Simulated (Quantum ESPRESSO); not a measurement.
# Planted mistakes on one cell of Ga3MgP3Se

These are calculations, not measurements. They come from pw.x of Quantum ESPRESSO 7.5, a plane-wave density functional program, with PseudoDojo standard norm-conserving files (v0.5 for PBE, v0.4.1 for LDA and PBEsol). The cells are made up: elements, strain and atom displacements were drawn at random, and nothing was relaxed. There is no spin polarisation, spin-orbit coupling or dispersion term.

The cell has 8 sites of a zincblende or diamond lattice. Sites 1 to 4 hold Ga Ga Ga Mg; sites 5 to 8 hold P P Se P. Cell vectors in Å: (5.447, 0.068, -0.042); (0.068, 5.438, -0.023); (-0.042, -0.023, 5.422). Settings: PBE, cutoff 1170 eV, 4 x 4 x 4 k mesh shifted by half a step, Fermi-Dirac smearing of 0.025 eV.

The intended run has a self-consistency threshold of 1e-07 eV, a smearing term of 0.000 eV, a pressure of 11.37 GPa and 10 iterations. Each further run changes one thing: all lengths scaled by 1.0120; atoms of sites 1 and 6 exchanged; cutoff 624 eV; files of PBEsol; k mesh 2 x 2 x 2; one electron added; smearing 0.87 eV; threshold 0.4 eV. A coarse mesh keeps the shift, and a charged cell sits in a uniform background.

| run | change of free energy (eV) | smearing term -TS (eV) | change of P (GPa) | largest change of a force component (eV/Å) | iterations |
| --- | --- | --- | --- | --- | --- |
| A | 0.056 | 0.000 | -0.10 | 2.027 | 3 |
| B | 0.401 | 0.000 | 0.44 | 0.058 | 10 |
| C | -1.811 | -5.539 | 2.46 | 0.324 | 11 |
| D | -0.349 | 0.000 | -3.56 | 0.325 | 10 |
| E | 71.179 | 0.000 | -369.02 | 0.103 | 10 |
| F | 3.284 | -0.004 | 1.41 | 0.907 | 11 |
| G | 9.536 | -0.005 | 13.46 | 0.339 | 10 |
| H | 16.135 | 0.000 | -3.03 | 0.100 | 10 |

A rerun of the intended cell at 1467 eV and k mesh 6 x 6 x 6 moved values by no more than 0.008 eV in the cell's energy, 0.02 GPa in stress and 0.003 eV/Å in force.

Question: which change belongs to which run?

## Worked reading

Run A has the fewest iterations, as a run stopped early does. Run C has the largest smearing term, as wide smearing gives. Run E has a higher energy and the largest fall in pressure, as too small a basis gives. Run D changes the volume by a factor of 1.0364; minus its pressure change over the logarithm of that factor, 100 GPa, is a rough bulk modulus with clamped atoms. Energies from files of another functional, or of a charged cell, have another zero and say nothing on stability; the pressure of a charged cell rests on the program's zero of potential too.

## Key

```
run                            change
  A                  threshold 0.4 eV
  B                  k mesh 2 x 2 x 2
  C                  smearing 0.87 eV
  D      all lengths scaled by 1.0120
  E                     cutoff 624 eV
  F  atoms of sites 1 and 6 exchanged
  G                one electron added
  H                   files of PBEsol
```